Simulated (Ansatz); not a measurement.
Space group P6_3/mmc (No. 194). a = 2.835 Å, b = 2.835 Å, c = 9.821 Å, α = 90.00°, β = 90.00°, γ = 120.00°
```
atom site symmetry x y z
  Re    4f       3m.  0.3333  0.6667  0.6084
   C    2c      -6m2  0.3333  0.6667  0.2500
```

Equation of state of this Re2C structure (not necessarily the ground state), with shape and atoms relaxed at each volume where symmetry leaves them free. It has no gap at any of these volumes. Level of theory: DFT PBEsol, scalar-relativistic, plane waves, PAW (Ansatz).

Plane waves to 420 eV, a k mesh through Γ of 12×12×4 on the computed 6-atom cell and Gaussian smearing (0.10 eV); no spin polarisation.

```csv
V (Å³/atom),E − E(largest V) (meV/atom),P (GPa)
10.708,11.79,30.27
11.050,-34.79,13.88
11.392,-49.15,-0.02
11.733,-36.17,-11.82
12.075,0.00,-21.81
```

Fit a third-order Birch–Murnaghan equation to E(V).

V0 = 11.39 Å³/atom, B0 = 426 GPa, B0' = 4.5.

Spin-orbit coupling is left out, which matters for the bands of heavy elements.